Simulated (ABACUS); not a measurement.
Consider a self-consistent single point of Si (C2/m, 2 atoms in the cell; from Materials Project mp-149, changed as shown).

```xyz
2
Lattice="0.0000 2.7218 2.7218 2.7218 0.0000 2.7218 2.7763 2.7763 0.0000" Properties=species:S:1:pos:R:3 pbc="T T T"
Si     1.3745     1.3745     1.3609
Si     0.0000     0.0000     0.0000
```

All values come from this method and carry its errors: LDA (PW92), numerical atomic orbitals DZP (confined pseudo-atomic orbitals with Gaussian additions; energy shift 0.01 Ry), PseudoDojo 0.4 standard norm-conserving LDA (tails mended) pseudopotentials (ABACUS).

ABACUS settings:

- basis: DZP numerical atomic orbitals, energy shift 0.01 Ry
- KPT: Gamma 8 8 8 0 0 0
- basis_type: lcao
- dft_functional: PWLDA
- ecutwfc: 100 Ry
- smearing_method: gaussian
- smearing_sigma: 0.000734986 Ry
- potentials: PseudoDojo 0.4 standard norm-conserving LDA (tails mended)
- symmetry: 1
- symmetry_prec: 1e-05
- ks_solver: genelpa
- scf_nmax: 100
- scf_thr: 1.0e-06
- mixing_type: broyden

Estimate, at this level of theory: gap on the k-point mesh, pressure and largest force (vector length).

The run gave:

```
Quantity                            Value
-----------------------------  ----------
Gap on the k-point mesh           0.42 eV
Pressure                        -3.59 GPa
Largest force (vector length)  0.202 eV/Å
```

Gaps are taken between levels on the mesh.

For comparison: a first run was changed to give this one (lattice vector c scaled by 1.02), and from it to this one the free energy rises by 11.1 meV/atom, the pressure goes from -1.97 to -3.59 GPa, the largest force goes from under 0.1 to 0.20 eV/Å and the gap on the mesh goes from 0.511 to 0.423 eV.

The atom-centred basis is finite, which shifts total energies, pressures, gaps and forces against plane waves. The structure comes from a collection of computed structures, made at another level of theory; the collection holds predicted forms beside known ones.

The atomic orbitals were generated for these runs; they are not ABACUS's published sets and were checked against plane waves on a few crystals only.

“Tails mended”: in these copies of the files the far tail of each local potential was reset to the Coulomb form.
